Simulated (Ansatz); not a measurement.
**Si2W: frozen-core PAW against all-electron methods**

```
Si W
1.0
    -1.62713    1.62713    3.99185
     1.62713   -1.62713    3.99185
     1.62713    1.62713   -3.99185
Si W
2 1
Cartesian
  0.0000 0.0000 2.6586
  0.0000 0.0000 5.3251
  0.0000 0.0000 0.0000
```

Atoms are numbered in the order listed.

The cell comes from COD entry 1010283, which wasn't checked; take it as a given geometry. It differs from other determinations. The listed cell was then made from it by scaling, straining or moving an atom.

Spin–orbit coupling is left out, though it moves levels of the heavy atoms by tenths of an eV or more.

Methods: DFT, LDA, PAW with Ansatz's default frozen-core files, scalar-relativistic (Ansatz 0.2.0); DFT, LDA, all-electron LAPW, scalar-relativistic (Ansatz 0.2.0).

For PAW: a Γ-centred 11×11×14 k mesh, Fermi–Dirac smearing of 0.05 eV, cutoff 420 eV, no spin polarisation; the PAW files were made with PBE, and the program remakes their frozen cores for this functional; this mesh doesn't keep the crystal's whole symmetry, which leaves small spurious terms. LAPW targets a basis error of 1 meV/atom. The Ansatz runs share mesh, smearing and spin set-up. Plane-wave (PAW) pressures include the program's estimate of the Pulay term.

Stress and pressure are positive in compression.

The change that made this cell: volume scaled by 1.04.

PAW results:

```
              quantity     PAW
        pressure (GPa)  -14.77
       stress xx (GPa)  -13.47
       stress zz (GPa)  -17.38
force on Si1, z (eV/Å)   0.399
```

Question: What does LAPW (all electrons) give for the same quantities?

Answer: 
| quantity | LAPW |
| --- | --- |
| pressure (GPa) | -14.77 |
| stress xx (GPa) | -13.46 |
| stress zz (GPa) | -17.39 |
| force on Si1, z (eV/Å) | 0.401 |
